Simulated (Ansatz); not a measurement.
**Two states of KVO₂F₂**

```xyz
6
Lattice="1.2495 -3.8172 0.0000 0.0000 2.1131 -3.4157 5.2060 3.8172 0.0000" Properties=species:S:1:pos:R:3 pbc="T T T"
F     0.7988    0.2615   -2.1997
F     5.6567    1.8516   -1.2160
O     1.7205    2.6763   -3.0673
O     4.7350   -0.5632   -0.3484
K     3.2278    1.0566   -1.7079
V     0.0000    0.0000    0.0000
```

The numbers come from plane-wave PAW DFT (Ansatz): PBEsol, with U_eff = 3.81 eV on V d, V = 0.49 eV between V d and F p within 2.826 Å (all-electron-ortho-atomic projectors), 420 eV, 5×5×5 Γ-centred k points, fermi-dirac occupations (width 0.0111 eV). Nothing was relaxed.

State A: no moments (no spin polarisation). State B: O3 up, O4 up, V6 down (collinear spin).

Problem. Compare the two self-consistent states.

Solution. State B is lower by 11.0 meV an atom at zero smearing.

```csv
state,free energy (meV/atom),largest moment in a small sphere (μB),net moment (μB/cell),gap on mesh (eV),pressure (GPa),largest force (eV/Å)
A,11.0,0.00,0.00,1.16,-14.8,4.48
B,0.0,0.78,0.00,0.40,-12.3,3.45
```

Origin: a known structure type with other elements, at an estimated volume, so it need not be a known compound. Caveats: atoms or cell far from equilibrium; an odd or shifted mesh can miss the band edges, so this level's true gap may be smaller.
